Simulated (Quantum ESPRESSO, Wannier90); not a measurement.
Wannierisation of Si (P6₃/mmc, model phase)

Cell from Materials Project (mp-165), symmetrised, no further relaxation. This isn't the element's usual structure (diamond); take it as a model of another phase. Level: PBEsol, no spin polarisation, no spin-orbit coupling; pw.x of Quantum ESPRESSO at 29 Ry with PseudoDojo potentials, 12×12×6 k-points, Wannier90. Density: 12×12×6 mesh, Gaussian smearing 0.01 Ry.

On the energy scale of pw.x, whose zero is arbitrary, the valence-band maximum lies at 6.38 eV.

Input w.win:

```
num_bands = 26
num_wann = 16
num_iter = 1000
conv_tol = 1.0e-6
conv_window = 4
dis_num_iter = 1000
dis_conv_tol = 1.0e-6
dis_froz_max = 8.19
dis_froz_proj = true
dis_proj_min = 0.01
dis_proj_max = 0.95
write_hr = true
write_u_matrices = true
auto_projections = true
begin unit_cell_cart
ang
    3.8313198051    0.0000000000    0.0000000000
   -1.9156599026    3.3180202813    0.0000000000
    0.0000000000    0.0000000000    6.3326200000
end unit_cell_cart
begin atoms_frac
Si   0.3333333333 -0.3333333333  0.0630100000
Si  -0.3333333333  0.3333333333 -0.0630100000
Si  -0.3333333333  0.3333333333 -0.4369900000
Si   0.3333333333 -0.3333333333  0.4369900000
end atoms_frac
mp_grid = 12 12 6
begin kpoints
0.0000000000 0.0000000000 0.0000000000
0.0000000000 0.0000000000 0.1666666667
0.0000000000 0.0000000000 0.3333333333
... (861 more lines: the 12x12x6 mesh through Gamma)
end kpoints
```

Input of pw2wannier90.x that gives the overlap and projection files (equivalent; here they were cut from one run over all bands):

```
&inputpp
  outdir = './out'
  prefix = 'pwscf'
  seedname = 'w'
  write_amn = .true.
  write_mmn = .true.
  atom_proj = .true.
/
```

Output w.wout (banner and timings cut):

```
                                    ------
                                    SYSTEM
                                    ------

                              Lattice Vectors (Ang)
                    a_1     3.831320   0.000000   0.000000
                    a_2    -1.915660   3.318020   0.000000
                    a_3     0.000000   0.000000   6.332620

                   Unit Cell Volume:      80.50278  (Ang^3)

                        Reciprocal-Space Vectors (Ang^-1)
                    b_1     1.639953   0.946827  -0.000000
                    b_2     0.000000   1.893655   0.000000
                    b_3     0.000000  -0.000000   0.992194

 *----------------------------------------------------------------------------*
 |   Site       Fractional Coordinate          Cartesian Coordinate (Ang)     |
 +----------------------------------------------------------------------------+
 | si   1   0.33333  -0.33333   0.06301   |    1.91566  -1.10601   0.39902    |
 | si   2  -0.33333   0.33333  -0.06301   |   -1.91566   1.10601  -0.39902    |
 | si   3  -0.33333   0.33333  -0.43699   |   -1.91566   1.10601  -2.76729    |
 | si   4   0.33333  -0.33333   0.43699   |    1.91566  -1.10601   2.76729    |
 *----------------------------------------------------------------------------*
                                ------------
                                K-POINT GRID
                                ------------

             Grid size = 12 x 12 x  6      Total points =  864

 *---------------------------------- MAIN ------------------------------------*
 |  Number of Wannier Functions               :                16             |
 |  Number of Objective Wannier Functions     :                16             |
 |  Number of input Bloch states              :                26             |
 |  Output verbosity (1=low, 5=high)          :                 1             |
 |  Timing Level (1=low, 5=high)              :                 1             |
 |  Optimisation (0=memory, 3=speed)          :                 3             |
 |  Length Unit                               :               Ang             |
 |  Post-processing setup (write *.nnkp)      :                 F             |
 |  Using Gamma-only branch of algorithms     :                 F             |
 *----------------------------------------------------------------------------*
 *------------------------------- WANNIERISE ---------------------------------*
 |  Total number of iterations                :              1000             |
 |  Number of CG steps before reset           :                 5             |
 |  Trial step length for line search         :             2.000             |
 |  Convergence tolerence                     :         0.100E-05             |
 |  Convergence window                        :                 4             |
 |  Iterations between writing output         :                 1             |
 |  Iterations between backing up to disk     :               100             |
 |  Write r^2_nm to file                      :                 F             |
 |  Write xyz WF centres to file              :                 F             |
 |  Write on-site energies <0n|H|0n> to file  :                 F             |
 |  Use guiding centre to control phases      :                 F             |
 |  Use phases for initial projections        :                 F             |
 *----------------------------------------------------------------------------*
 *------------------------------- DISENTANGLE --------------------------------*
 |  Using band disentanglement                :                 T             |
 |  Total number of iterations                :              1000             |
 |  Mixing ratio                              :             0.500             |
 |  Convergence tolerence                     :         1.000E-06             |
 |  Convergence window                        :                 3             |
 *----------------------------------------------------------------------------*
 *-------------------------------- PLOTTING ----------------------------------*
 |  Plotting Hamiltonian in WF basis          :                 T             |
 *----------------------------------------------------------------------------*

 *---------------------------------- K-MESH ----------------------------------*
 +----------------------------------------------------------------------------+
 |                    Distance to Nearest-Neighbour Shells                    |
 |                    ------------------------------------                    |
 |          Shell             Distance (Ang^-1)          Multiplicity         |
 |          -----             -----------------          ------------         |
 |             1                   0.157805                      6            |
 |             2                   0.165366                      2            |
 |             3                   0.228578                     12            |
 |             4                   0.273326                      6            |
 |             5                   0.315609                      6            |
 |             6                   0.319457                     12            |
 |             7                   0.330731                      2            |
 |             8                   0.356307                     12            |
       ... (lines left out)
 +----------------------------------------------------------------------------+
 | The b-vectors are chosen automatically                                     |
 | The following shells are used:                       1,  2                 |
 +----------------------------------------------------------------------------+
 |                        Shell   # Nearest-Neighbours                        |
 |                        -----   --------------------                        |
 |                          1               6                                 |
 |                          2               2                                 |
 +----------------------------------------------------------------------------+
 | Completeness relation is fully satisfied [Eq. (B1), PRB 56, 12847 (1997)]  |
 +----------------------------------------------------------------------------+
 |                  b_k Vectors (Ang^-1) and Weights (Ang^2)                  |
 |                  ----------------------------------------                  |
 |            No.         b_k(x)      b_k(y)      b_k(z)        w_b           |
 |            ---        --------------------------------     --------        |
 |             1         0.000000    0.157805    0.000000    13.385653        |
 |             2         0.136663    0.078902    0.000000    13.385653        |
 |             3         0.000000   -0.157805    0.000000    13.385653        |
 |             4         0.136663   -0.078902    0.000000    13.385653        |
 |             5        -0.136663   -0.078902    0.000000    13.385653        |
 |             6        -0.136663    0.078902    0.000000    13.385653        |
 |             7         0.000000    0.000000    0.165366    18.284354        |
 |             8         0.000000    0.000000   -0.165366    18.284354        |
 +----------------------------------------------------------------------------+
 |                           b_k Directions (Ang^-1)                          |
 |                           -----------------------                          |
 |            No.           x           y           z                         |
 |            ---        --------------------------------                     |
 |             1         0.000000    0.157805    0.000000                     |
 |             2         0.136663    0.078902    0.000000                     |
 |             3         0.136663   -0.078902    0.000000                     |
 |             4         0.000000    0.000000    0.165366                     |
 +----------------------------------------------------------------------------+

 Starting a new Wannier90 calculation ...

 Reading overlaps from w.mmn

 Reading projections from w.amn

 *------------------------------- DISENTANGLE --------------------------------*
 +----------------------------------------------------------------------------+
 |                              Energy  Windows                               |
 |                              ---------------                               |
 |                   Outer:   -5.84459  to   22.56487  (eV)                   |
 |                   Inner:   -5.84459  to    8.19000  (eV)                   |
 |----------------------------------------------------------------------------|
 |                          Projectability  Windows                           |
 |                          -----------------------                           |
 |               Discarded:    0.00000  to    0.01000                         |
 |            Disentangled:    0.01000  to    1.00000                         |
 |                  Frozen:    0.95000  to    1.00000                         |
 +----------------------------------------------------------------------------+
   Number of target bands to extract:   16

                   Unitarised projection of Wannier functions
                   ------------------------------------------
   A_mn = <psi_m|g_n> --> S = A.A^+ --> U = S^-1/2.A
   In dis_project... done
   Using an inner window (linner = T)
   In dis_proj_froz... done

                   Extraction of optimally-connected subspace
                   ------------------------------------------
 +---------------------------------------------------------------------+<-- DIS
 |  Iter     Omega_I(i-1)      Omega_I(i)      Delta (frac.)           |<-- DIS
 +---------------------------------------------------------------------+<-- DIS
       1      39.74455102      35.54981120       1.180E-01    <-- DIS
       2      36.53399849      34.40310489       6.194E-02    <-- DIS
       3      35.19202226      33.59072122       4.767E-02    <-- DIS
       4      34.17115668      32.97138099       3.639E-02    <-- DIS
       5      33.39336349      32.48063630       2.810E-02    <-- DIS
       6      32.79072704      32.08093931       2.212E-02    <-- DIS
       ... (lines left out)
      88      29.30954320      29.30952063       7.702E-07    <-- DIS
      89      29.30932837      29.30931231       5.480E-07    <-- DIS
      90      29.30912825      29.30911801       3.493E-07    <-- DIS

             <<<      Delta < 1.000E-06  over  3 iterations     >>>
             <<< Disentanglement convergence criteria satisfied >>>

        Final Omega_I    29.30911801 (Ang^2)

 +----------------------------------------------------------------------------+

 Writing checkpoint file w.chk... done

 *------------------------------- WANNIERISE ---------------------------------*
 +--------------------------------------------------------------------+<-- CONV
 | Iter  Delta Spread     RMS Gradient      Spread (Ang^2)            |<-- CONV
 +--------------------------------------------------------------------+<-- CONV

 ------------------------------------------------------------------------------
 Initial State
  WF centre and spread    1  (  1.915664, -1.106001,  0.390122 )     2.82248569
  WF centre and spread    2  (  1.915669, -1.105977,  0.204799 )     2.82535673
  WF centre and spread    3  (  1.915615, -0.956699,  0.486468 )     2.85253336
  WF centre and spread    4  (  1.915701, -1.256099,  0.486472 )     2.85246975
  WF centre and spread    5  ( -1.915663,  1.105998, -0.390129 )     2.82248659
  WF centre and spread    6  ( -1.915669,  1.105974, -0.204792 )     2.82552425
  WF centre and spread    7  ( -1.915703,  0.956702, -0.486488 )     2.85248404
  WF centre and spread    8  ( -1.915607,  1.256081, -0.486489 )     2.85242327
  WF centre and spread    9  ( -1.915665,  1.106000, -2.776181 )     2.82248365
  WF centre and spread   10  ( -1.915669,  1.105977, -2.961521 )     2.82551599
  WF centre and spread   11  ( -1.915603,  0.956704, -2.679821 )     2.85248563
  WF centre and spread   12  ( -1.915707,  1.256096, -2.679820 )     2.85241592
  WF centre and spread   13  (  1.915663, -1.105998,  2.776188 )     2.82248267
  WF centre and spread   14  (  1.915666, -1.105976,  2.961512 )     2.82534922
  WF centre and spread   15  (  1.915692, -0.956695,  2.679838 )     2.85253572
  WF centre and spread   16  (  1.915611, -1.256094,  2.679840 )     2.85246637
  Sum of centres and spreads ( -0.000004, -0.000006, -0.000003 )    45.41149885

      0     0.454E+02     0.0000000000       45.4114988892  <-- CONV
        O_D=      0.1723328 O_OD=     15.9300481 O_TOT=     45.4114989 <-- SPRD
 ------------------------------------------------------------------------------
      1    -0.110E+01     0.4251602706       44.3086362646  <-- CONV
        O_D=      0.1962129 O_OD=     14.8033054 O_TOT=     44.3086363 <-- SPRD
      2    -0.587E+00     0.7993832254       43.7215667067  <-- CONV
        O_D=      0.1679824 O_OD=     14.2444663 O_TOT=     43.7215667 <-- SPRD
      3    -0.355E+00     0.3698933459       43.3669794683  <-- CONV
        O_D=      0.1781323 O_OD=     13.8797292 O_TOT=     43.3669795 <-- SPRD
      4    -0.927E+00     0.4915959729       42.4403158688  <-- CONV
        O_D=      0.2126413 O_OD=     12.9185566 O_TOT=     42.4403159 <-- SPRD
      5    -0.842E+00     0.6767352166       41.5985553754  <-- CONV
        O_D=      0.2137790 O_OD=     12.0756584 O_TOT=     41.5985554 <-- SPRD
       ... (lines left out)
    100    -0.686E-03     0.0168701518       35.3997861256  <-- CONV
        O_D=      0.1397446 O_OD=      5.9509235 O_TOT=     35.3997861 <-- SPRD
       ... (lines left out)
    200    -0.620E-02     0.0752331827       35.3302997981  <-- CONV
        O_D=      0.1386330 O_OD=      5.8825487 O_TOT=     35.3302998 <-- SPRD
       ... (lines left out)
    300    -0.302E-02     0.0386714302       32.9270819948  <-- CONV
        O_D=      0.1342851 O_OD=      3.4836789 O_TOT=     32.9270820 <-- SPRD
       ... (lines left out)
    400    -0.101E-04     0.0020167975       32.8655872983  <-- CONV
        O_D=      0.1338685 O_OD=      3.4226008 O_TOT=     32.8655873 <-- SPRD
       ... (lines left out)
    436    -0.357E-06     0.0005292404       32.8654239441  <-- CONV
        O_D=      0.1338666 O_OD=      3.4224394 O_TOT=     32.8654239 <-- SPRD
    437    -0.111E-06     0.0007812298       32.8654238335  <-- CONV
        O_D=      0.1338661 O_OD=      3.4224397 O_TOT=     32.8654238 <-- SPRD
    438    -0.688E-06     0.0007924455       32.8654231452  <-- CONV
        O_D=      0.1338654 O_OD=      3.4224397 O_TOT=     32.8654231 <-- SPRD
             <<<     Delta < 1.000E-06  over  4 iterations     >>>
             <<< Wannierisation convergence criteria satisfied >>>
 Final State
  WF centre and spread    1  (  2.540506, -0.744818,  0.640803 )     2.05532364
  WF centre and spread    2  (  1.916018, -1.105954, -0.344844 )     2.05037602
  WF centre and spread    3  (  1.290229, -0.745386,  0.640226 )     2.05530430
  WF centre and spread    4  (  1.915888, -1.827878,  0.640471 )     2.05532924
  WF centre and spread    5  ( -1.290815,  0.744810, -0.640824 )     2.05532596
  WF centre and spread    6  ( -1.915308,  1.105949,  0.344857 )     2.05043510
  WF centre and spread    7  ( -2.541090,  0.745387, -0.640234 )     2.05529858
  WF centre and spread    8  ( -1.915431,  1.827867, -0.640494 )     2.05532914
  WF centre and spread    9  ( -2.540559,  0.744878, -2.525545 )     2.05535023
  WF centre and spread   10  ( -1.915949,  1.105953, -3.511169 )     2.05042585
  WF centre and spread   11  ( -1.290288,  0.745331, -2.526009 )     2.05528561
  WF centre and spread   12  ( -1.915841,  1.827875, -2.525824 )     2.05531403
  WF centre and spread   13  (  1.290916, -0.744716,  2.525395 )     2.05531638
  WF centre and spread   14  (  1.915184, -1.105938,  3.511157 )     2.05036099
  WF centre and spread   15  (  2.541189, -0.745492,  2.526187 )     2.05533964
  WF centre and spread   16  (  1.915348, -1.827875,  2.525843 )     2.05530840
  Sum of centres and spreads ( -0.000004, -0.000006, -0.000003 )    32.86542310

         Spreads (Ang^2)       Omega I      =    29.309118009
        ================       Omega D      =     0.133865398
                               Omega OD     =     3.422439738
    Final Spread (Ang^2)       Omega Total  =    32.865423145
```
